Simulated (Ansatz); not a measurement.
Input and command of a plane-wave DFT calculation in Ansatz:

```yaml
crystal:
  lattice:
    - [0.0, 3.01875, 2.946875]
    - [3.01875, 0.0, 2.946875]
    - [3.01875, 3.01875, 0.0]
  atoms:
    - { symbol: "Y", position: [0.0, 0.0, 0.0] }
    - { symbol: Se, position: [0.5, 0.5, 0.5] }
basis:
  ecutwfc: 420
kpoints:
  mp_grid: { grid: [14, 14, 14] }
hamiltonian:
  xc: pbesol
scf:
  occupations: { method: gaussian, width: 0.15 }
output:
  forces: true
  stress: true
  eigenvalues: true
```

```bash
ansatz run input.yaml --threads 1 --pin off --max-ram 2560MiB --backend cpu --events-out ev --progress --plain --runs-dir out
```

Processor: Arm Neoverse V1, 1 thread, on a host shared with other jobs.

Task: How long does it run, and how much memory does it take?

Result: About 10 s on 1 thread of Arm Neoverse V1 (shared host), peak memory 0.47 GiB. It solves 18 bands at 244 k points (the mesh reduced by symmetry) with about 1049 plane waves, in 6 SCF iterations.
